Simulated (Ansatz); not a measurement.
**La: from a starting cell to a relaxed one**

The start is a relaxed La cell, doubled along one cell vector, shaken by Gaussian noise of σ = 0.08 Å a coordinate. A full variable-cell relaxation at zero pressure is run with r2SCAN (plane waves to 500 eV, PAW, scalar-relativistic; Ansatz, an electronic-structure program). The first steps use a coarse 10×5×6 k-mesh.

Starting cell:
```
CELL_PARAMETERS angstrom
      3.23572    -1.88115     0.00000
      6.47144     3.76229     0.00000
     -2.09875     0.00000     6.05295
ATOMIC_POSITIONS crystal
  La 0.72214 0.36149 0.75738
  La 0.72301 0.84210 0.74105
  La 0.29207 0.13008 0.24069
  La 0.28448 0.63787 0.28075
```

Energy released: 0.01 eV/atom
Shortest distances (start → end): The closest pairs of elements (up to four, under 3.6 Å), start → end: La–La 3.30 → 3.57 Å
Optimiser moves: 10

It ends as:

```cif
data_La4
_chemical_formula_sum 'La4'
_space_group_name_H-M_alt 'C2/m'
_space_group_IT_number 12
_space_group_name_Hall '-C 2y'
_cell_length_a 6.46459
_cell_length_b 3.76487
_cell_length_c 6.40553
_cell_angle_alpha 90.000
_cell_angle_beta 109.092
_cell_angle_gamma 90.000
loop_
_atom_site_label
_atom_site_type_symbol
_atom_site_symmetry_multiplicity
_atom_site_Wyckoff_symbol
_atom_site_fract_x
_atom_site_fract_y
_atom_site_fract_z
_atom_site_occupancy
La1 La 4 i 0.22688 0.50000 0.24996 1
```
(The calculation used a cell of 2 atoms; values per cell refer to that cell.)

Final values are on a 15×15×8 k-mesh of the relaxed cell. No spin polarisation in the result.

The relaxed structure here is a generated cell of La: the first start was made by placing the elements on the sites of a structure type, and the end was not matched to a known phase here, so it may be hypothetical. Known forms of La include space group No. 194.
